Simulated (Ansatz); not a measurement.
**A trial form of In3BSe3**

Theory: Ansatz 0.2.0, DFT PBE, scalar-relativistic, plane waves, PAW. Cutoff 420 eV, Gaussian smearing, Γ-centred meshes. Cell and atoms relax first on a coarse mesh and then on a finer one. In between, the cell is made exact in the group found at 0.06 Å. In metals the finer mesh still leaves noise of several meV/atom or more. The steps can't lower the symmetry of their start. No spin polarisation.

A trial structure of In3BSe3 was built thus: random cell by space group and Wyckoff sites (Pm-3m, No. 221). The dimensions are guesses.

```cif
data_structure
_symmetry_space_group_name_H-M 'Pm-3m'
_symmetry_Int_Tables_number 221
_cell_length_a 4.6873
_cell_length_b 4.6873
_cell_length_c 4.6873
_cell_angle_alpha 90.000
_cell_angle_beta 90.000
_cell_angle_gamma 90.000
_cell_volume 102.98
loop_
_atom_site_label
_atom_site_type_symbol
_atom_site_symmetry_multiplicity
_atom_site_Wyckoff_symbol
_atom_site_fract_x
_atom_site_fract_y
_atom_site_fract_z
_atom_site_occupancy
In1 In 3 d 0.50000 0.00000 0.00000 1
B1 B 1 a 0.00000 0.00000 0.00000 1
Se1 Se 3 c 0.00000 0.50000 0.50000 1
```

Formation energies are uncorrected and refer to the elements' standard structures at the same level.

Q: What does it relax into?

A: The symmetry stays Pm-3m (No. 221). The volume per atom grows by 61.3 %, from 14.7 to 23.7 Å³. The shortest distance goes from 2.34 Å (In–B and In–Se) to 2.75 Å (In–B and In–Se). The energy falls by about 1.5 eV/atom (the start's value is from the coarse mesh). Conventional cell: a = 5.497 Å. In has 2 B at 2.75 Å and 4 Se at 2.75 Å; B is surrounded by 6 In at 2.75 Å; around Se lie 4 In at 2.75 Å.

Space group Pm-3m (No. 221). a = 5.497 Å, b = 5.497 Å, c = 5.497 Å, α = 90.00°, β = 90.00°, γ = 90.00°
| atom | site | symmetry | x | y | z |
| --- | --- | --- | --- | --- | --- |
| In | 3d | 4/mm.m | 0.5000 | 0.0000 | 0.0000 |
| B | 1a | m-3m | 0.0000 | 0.0000 | 0.0000 |
| Se | 3c | 4/mm.m | 0.0000 | 0.5000 | 0.5000 |

Q: How does it come out in energy, and is it a metal?

A: The energy over the elements is +0.29 eV/atom and the gap on the 8×8×8 mesh of the 7-atom cell is 0 eV (a metal).

It can't be a ground state, since the elements alone are lower.

The last run used Gaussian smearing of 0.10 eV. The reference form of Se is held partly by dispersion forces, which this level lacks. Symmetry constrained the relaxation, so the result can be a saddle point. In all, the 3 runs took 2.4 min on 1 thread of Arm Neoverse V1 (shared host).
